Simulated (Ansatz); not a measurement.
## La (bcc): energy against volume

These are results of DFT, r2SCAN, plane waves (500 eV) with PAW, scalar-relativistic in Ansatz, not measurements. (PAW data from PBE, frozen cores regenerated.)

The cell is scaled uniformly from the relaxed one, with fractional coordinates and shape fixed. Energies are extrapolated to zero smearing, pressures are those at the given smearing. Magnetic state: ferromagnetic.

A Birch-Murnaghan fit gives V₀ = 38.24 Å³/atom, B₀ = 26 GPa, B₀′ = 2.8.

What are the energy above the minimum and the pressure at 36.774 Å³/atom?

4.8 meV/atom and 1.11 GPa as computed.

What are the energy above the minimum and the pressure at 39.838 Å³/atom?

5.2 meV/atom and -0.98 GPa as computed.

What are the energy above the minimum and the pressure at 42.902 Å³/atom?

40.2 meV/atom and -2.53 GPa as computed.
